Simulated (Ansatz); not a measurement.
Problem. Name crystals whose computed values (the program Ansatz at the LDA level (PAW)) fall in these windows: highest Γ mode, no LO–TO term (cm⁻¹) 160 to 200; B₀ by P(V) fit (GPa) 43 to 51.

Solution. 

| crystal | highest Γ mode, no LO–TO term (cm⁻¹) | B₀ by P(V) fit (GPa) |
|---|---|---|
| InSb, wurtzite | 180 | 46.2 |
| SrCl2, fluorite | 191 | 44.1 |
| GeTePb2Se2, P3m1 (Pearson symbol hP6) | 164 | 50.8 |
| InAgTe2, P-4m2 (In on 1c, Ag on 1a, Te on 2g) | 176 | 50.0 |
| ZnCdTe2, R3m (Zn on 3a, Cd on 3a, Te on 3a, Te on 3a) | 182 | 49.5 |
Others may fit too.

Not the usual ambient phase: InSb, wurtzite. Standing as an ambient phase not checked: GeTePb2Se2, P3m1 (Pearson symbol hP6); InAgTe2, P-4m2 (In on 1c, Ag on 1a, Te on 2g); ZnCdTe2, R3m (Zn on 3a, Cd on 3a, Te on 3a, Te on 3a). Weakly bound layers, chains or molecules computed without a dispersion correction, so cells and soft constants are ill determined: GeTePb2Se2, P3m1 (Pearson symbol hP6). Perhaps ordered models of mixed-site phases: InAgTe2, P-4m2 (In on 1c, Ag on 1a, Te on 2g). All cells were relaxed under the symmetry of their starts (and spin orders); stability against distortions was not tested throughout. Rows with no word on spin ran without spin polarisation. Spin–orbit coupling is left out wherever it is not named.

Potentials: the later of the program's two PAW sets.
